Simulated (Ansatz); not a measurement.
Input and command of a plane-wave DFT calculation in Ansatz:

```yaml
crystal:
  lattice:
    - [2.9427338192, 0.0, 0.0]
    - [-1.4713669096, 2.548482244, 0.0]
    - [0.0, 0.0, 4.7156920128]
  atoms:
    - { symbol: Ti, position: [0.6666666667, 0.3333333333, 0.2625513616] }
    - { symbol: Ti, position: [0.3333333333, 0.6666666667, 0.7374486384] }
    - { symbol: O, position: [0.0, 0.0, 0.0] }
basis:
  ecutwfc: 420
kpoints:
  mp_grid: { grid: [18, 18, 10] }
hamiltonian:
  xc: pbesol
scf:
  occupations: { method: fermi_dirac, width: 0.15 }
output:
  forces: true
  stress: true
  eigenvalues: true
relax:
  adjacent_minimum: "off"
  f_tol: 0.001
  max_steps: 60
  cell: { stress_tol: 0.02, p_target: 6.0 }
```

```bash
ansatz run input.yaml --threads 1 --pin off --max-ram 3072MiB --backend cpu --events-out ev --progress --plain --runs-dir out
```

Processor: Arm Neoverse V2, 1 thread, on a host shared with other jobs.

Problem. How long does it run, and how much memory does it take?

Solution. About 2.2 min on 1 thread of Arm Neoverse V2, on a shared host, peak memory 0.51 GiB. It solves 19 bands at 330 k points (the mesh reduced by symmetry) with about 687 plane waves (on the last cell), in 57 SCF iterations over 9 ionic steps.
